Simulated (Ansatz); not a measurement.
Ansatz (a quantum-chemistry and plane-wave program) input:

Ansatz 0.2 input:
```yaml
crystal:
  lattice:
    - [0.0, 3.0010150079, 3.0010150079]
    - [3.0010150079, 0.0, 3.0010150079]
    - [3.0010150079, 3.0010150079, 0.0]
  atoms:
    - { symbol: Al, position: [0.25, 0.25, 0.25] }
    - { symbol: Al, position: [0.75, 0.75, 0.75] }
    - { symbol: Au, position: [0.0, 0.0, 0.0] }
kpoints:
  mp_grid: { grid: [25, 25, 25] }
hamiltonian:
  xc: pbesol
  pseudopotentials: { azcp: { folder: ./paw }, kind: paw }
scf:
  occupations: { method: fermi_dirac, width: 0.1 }
elastic: { mode: relaxed_ion, stencil: two_point, amplitude: 0.005, f_tol: 0.0005 }
```

Output (shortened):

```
Pseudopotential: Al, paw, valence charge 3
Pseudopotential: Au, paw, valence charge 19
Functional definition: PBEsol
Crystal: 3 atoms, lattice volume = 54.055 Å³
Basis set: ecut = 420 eV, 1067 PW (Γ), exchange–correlation on 60×60×60 points (8 copies of the dense FFT grid, shifted against one another)
Bands: 17, of which v1, the nominal top of the filled ones, is band 13 counted from 1 (12 counted from 0)
Symmetry: 48 space group operations
Space group: Fm-3m (ITA 225), of the structure as read, at distance tolerance 3.8e-5 Å
k-points: 455 of 15625
the search or the solves at the SCF's close seem to have found levels that the self-consistency loop had missed (the run counts 2) …
SCF 1 converged in 12 iterations: F = -14059.312748 eV  dr2 = 1.54e-15
Crystal: 3 atoms, lattice volume = 53.785 Å³
Basis set: ecut = 420 eV, 1057 PW (Γ), exchange–correlation on 60×60×60 points (8 copies of the dense FFT grid, shifted against one another)
Symmetry: 16 space group operations
k-points: 1183 of 15625
SCF 2 converged in 9 iterations: F = -14059.312045 eV  dr2 = 5.40e-14
Crystal: 3 atoms, lattice volume = 54.325 Å³
SCF 3 converged in 7 iterations: F = -14059.312154 eV  dr2 = 5.56e-14
Crystal: 3 atoms, lattice volume = 54.054 Å³
Symmetry: 8 space group operations
k-points: 2197 of 15625
SCF 4 converged in 10 iterations: F = -14059.312376 eV  dr2 = 3.52e-15
relax step   1: F+E_penalty+E_count = -14059.31237564 eV  Δ(F+E_penalty+E_count) = +0.000e0 eV  max|allowed force component| = 3.227e-2 eV/Å  Δτ_max = 0.0000 Å  (10 SCF iters, accepted)
Crystal: 3 atoms, lattice volume = 54.054 Å³
SCF 5 converged in 8 iterations: F = -14059.312525 eV  dr2 = 1.54e-14
relax step   2: F+E_penalty+E_count = -14059.31252530 eV  Δ(F+E_penalty+E_count) = -1.497e-4 eV  max|allowed force component| = 3.876e-3 eV/Å  Δτ_max = 0.0041 Å  (8 SCF iters, accepted)
Crystal: 3 atoms, lattice volume = 54.054 Å³
SCF 6 converged in 7 iterations: F = -14059.312527 eV  dr2 = 1.87e-14
relax step   3: F+E_penalty+E_count = -14059.31252749 eV  Δ(F+E_penalty+E_count) = -2.191e-6 eV  max|allowed force component| = 7.533e-7 eV/Å  Δτ_max = 0.0006 Å  (7 SCF iters, accepted)
Crystal: 3 atoms, lattice volume = 54.054 Å³
SCF 7 converged in 9 iterations: F = -14059.312527 eV  dr2 = 4.56e-14
Crystal: 3 atoms, lattice volume = 54.054 Å³
SCF 8 converged in 10 iterations: F = -14059.312376 eV  dr2 = 3.28e-15
relax step   1: F+E_penalty+E_count = -14059.31237564 eV  Δ(F+E_penalty+E_count) = +0.000e0 eV  max|allowed force component| = 3.227e-2 eV/Å  Δτ_max = 0.0000 Å  (10 SCF iters, accepted)
Crystal: 3 atoms, lattice volume = 54.054 Å³
SCF 9 converged in 8 iterations: F = -14059.312527 eV  dr2 = 2.15e-14
relax step   2: F+E_penalty+E_count = -14059.31252749 eV  Δ(F+E_penalty+E_count) = -1.518e-4 eV  max|allowed force component| = 5.513e-6 eV/Å  Δτ_max = 0.0047 Å  (8 SCF iters, accepted)
Crystal: 3 atoms, lattice volume = 54.054 Å³
SCF 10 converged in 9 iterations: F = -14059.312527 eV  dr2 = 4.41e-14
SCF converged after 12 iterations
Free energy (F): -14059.312748 eV
Harris-Foulkes:  -14059.312748 eV  (|F-HF|=9.09e-12)
Internal energy: -14059.283077 eV  (E = F + TS)
E sigma→0 (E₀):  -14059.297912 eV
Entropy (-TS):   -0.029672 eV (-9.891 meV/atom)
Fermi energy:    11.130451 eV
--- Per-component energies (eV) ---
  E_band       = -378.402609
  E_kinetic    = 622.079929
  E_local      = -2964.646288  (includes V_loc(G=0)·N_el)
  E_nonlocal   = 116.178928
  E_hartree    = 1285.407706
  E_xc         = -290.708051
  E_vxc        = -322.263111  (∫ρ·V_xc dr)
  E_paw        = -10500.646217  (= ΣΔE_a)
  E_vpaw       = -400.569045  (= ΣTr[D̂ρ^β])
  E_aug_tail   = 0.001567  (compensation charges beyond the density's cutoff)
  E_ewald      = -2327.298456
  E_core_change = 0.347805  (= ΣΔE_core)
  E_smearing   = -0.029672  (= −TS)
  E_closure    = 0.000000  (closes the sum)
  Σ components = -14059.312748   (vs F -14059.312748, Δ=0.00e0)
--- Forces (eV/Å), atoms counted from 1 ---
  atom   1  Al     0.00000000     0.00000000     0.00000000
  atom   2  Al     0.00000000     0.00000000     0.00000000
  atom   3  Au     0.00000000     0.00000000     0.00000000
  max |Σ_I F_I| component: 2.31e-17 eV/Å
--- Stress (GPa, compression-positive) ---
        0.028115       0.000000       0.000000
        0.000000       0.028115       0.000000
        0.000000       0.000000       0.028115
  P = ⅓ Tr σ = 0.0281 GPa (0.281 kbar)
--- Band table (eV; the first three rows and the last of 455) ---
  k-point 0: bands = ["-96.1950", "-47.4516", "-47.4516", "-47.4516", "0.5585", "4.5217", "4.5217", "4.5217", "5.4817", "5.4817", "13.3726", "14.0336", "14.0336", "14.0336", "15.0393", "15.0393", "15.0393"]
  k-point 1: bands = ["-96.1950", "-47.4517", "-47.4516", "-47.4516", "0.5796", "4.5144", "4.5272", "4.5272", "5.4804", "5.4804", "13.2765", "13.6597", "13.9239", "13.9239", "15.1592", "15.1592", "15.4291"]
  k-point 2: bands = ["-96.1950", "-47.4517", "-47.4516", "-47.4516", "0.6426", "4.4935", "4.5432", "4.5432", "5.4768", "5.4768", "12.6170", "13.5457", "13.6811", "13.6811", "15.4254", "15.4254", "15.9487"]
  k-point 454: bands = ["-96.1950", "-47.4524", "-47.4523", "-47.4520", "4.0603", "4.0752", "4.7641", "4.9108", "5.3265", "5.8977", "7.0091", "7.2003", "8.9454", "15.0855", "15.3563", "16.1244", "16.6027"]
--- Elastic constants: 2 strain directions × 2 members + reference (group order 48) ---
  dense FFT box of the reference and of every strained cell: 30×30×30
  strains applied: 11, 23; error gains: componentwise 1.00 (the most a stress slope's error grows in a printed constant), spectral 1.73 (1 for all six strains …
  C = ∂σ_k/∂η_j (tension-positive GPa; Voigt order 11 22 33 23 13 12):
       153.459     96.105     96.105      0.000      0.000      0.000
        96.105    153.459     96.105      0.000      0.000      0.000
        96.105     96.105    153.459      0.000      0.000      0.000
         0.000      0.000      0.000     52.070      0.000      0.000
         0.000      0.000      0.000      0.000     52.070      0.000
         0.000      0.000      0.000      0.000      0.000     52.070
  reference stress σ⁰ (GPa):     -0.028     -0.028     -0.028      0.000      0.000      0.000
  moduli (Voigt/Reuss/Hill, GPa): K = 115.22/115.22/115.22   G = 42.71/39.26/40.99   E = 109.92   ν = 0.341
  mechanically stable: yes (min eigenvalue of sym C = 52.07 GPa)
  strain η (Voigt 11):  stress-route row diagonal C_11 = 153.46 GPa, energy-path curvature d²(F+E_count+ΔE)/dδ²/Ω₀ = 153.45 GPa
         δ    σ_11 (GPa)             F (eV)   n_scf  n_hpsi   n_pw
    -5.000e-3      -0.8074      -14059.3120454       9  411268   1066   relax 0 steps, max|allowed force component| 5.55e-17 eV/Å
     5.000e-3       0.7272      -14059.3121542       7  334495   1073   relax 0 steps, max|allowed force component| 5.55e-17 eV/Å
  strain η (Voigt 23):  stress-route row diagonal C_44 = 52.07 GPa, energy-path curvature d²(F+E_count+ΔE)/dδ²/Ω₀ = 52.09 GPa
         δ    σ_23 (GPa)             F (eV)   n_scf  n_hpsi   n_pw
    -5.000e-3      -0.2603      -14059.3125275       9  630914   1073   relax 3 steps, max|allowed force component| 7.53e-7 eV/Å
     5.000e-3       0.2603      -14059.3125275       9  631005   1073   relax 2 steps, max|allowed force component| 5.51e-6 eV/Å
```

Cost: around 9 core-minutes (rough) on shared cores.

The cell was relaxed with PBEsol under the symmetry of its start. As this level gives no gap, shear constants depend on the k-mesh and smearing (Fermi–Dirac, 0.1 eV here). Spin–orbit coupling is left out wherever it is not named.

Potentials: the earlier of the program's two PAW sets. The files were generated under PBE; for other functionals the program regenerates the frozen cores, and for LDA and PBEsol the local potential too.

Ansatz is a plane-wave DFT program.
